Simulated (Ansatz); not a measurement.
ZrO2 (tetragonal-ZrO2 type, space group P4_2/nmc)

```yaml
crystal:
  lattice:
    - [3.60110, 0.00000, 0.00000]
    - [0.00000, 3.60110, 0.00000]
    - [0.00000, 0.00000, 5.23008]
  atoms:
    - { symbol: Zr, position: [0.00000, 0.00000, 0.00000] }
    - { symbol: Zr, position: [0.50000, 0.50000, 0.50000] }
    - { symbol: O, position: [0.00000, 0.50000, 0.19637] }
    - { symbol: O, position: [0.00000, 0.50000, 0.69637] }
    - { symbol: O, position: [0.50000, 0.00000, 0.30363] }
    - { symbol: O, position: [0.50000, 0.00000, 0.80363] }
```

The slice is a (001) plane (indices of the conventional cell) through the point (0.000, 0.500, 0.196) (fractional), spanned by u = [100] and v = [010] in vectors of this cell: u (3.60 Å) and v (3.60 Å, at 90° to u). It covers one period; positions are fractions (u, v).

These are r2SCAN (plane waves to 500 eV, PAW, scalar-relativistic; Ansatz, a first-principles code) values and carry that method's errors. k mesh 9×9×7. Near the nuclei the fields are pseudised (PAW); where an atom keeps semicore shells as valence, they peak there. The PAW data are Ansatz's earlier set. This is a high-temperature form of ZrO2. ZrO2 is run without spin polarisation. ZrO2 was relaxed with its symmetry unable to fall.

Predict the map of the valence electron density on the slice.


```tsv
v \ u	0.00	0.12	0.25	0.38	0.50	0.62	0.75	0.88
0.88	0.6	0.2	-0.5	-1.0	-1.1	-1.0	-0.5	0.2
0.75	-0.2	-0.4	-0.8	-0.7	-0.6	-0.7	-0.8	-0.4
0.62	-0.5	-0.7	-0.6	-0.2	0.0	-0.2	-0.6	-0.7
0.50	-0.4	-0.6	-0.5	0.1	0.4	0.1	-0.5	-0.6
0.38	-0.5	-0.7	-0.6	-0.2	0.0	-0.2	-0.6	-0.7
0.25	-0.2	-0.4	-0.8	-0.7	-0.6	-0.7	-0.8	-0.4
0.12	0.6	0.2	-0.5	-1.0	-1.1	-1.0	-0.5	0.2
0.00	0.9	0.6	-0.3	-1.0	-1.3	-1.0	-0.3	0.6
```

Values: log₁₀ of the valence density in e/Å³. The scale is logarithmic, as a density can span decades between atoms and voids.
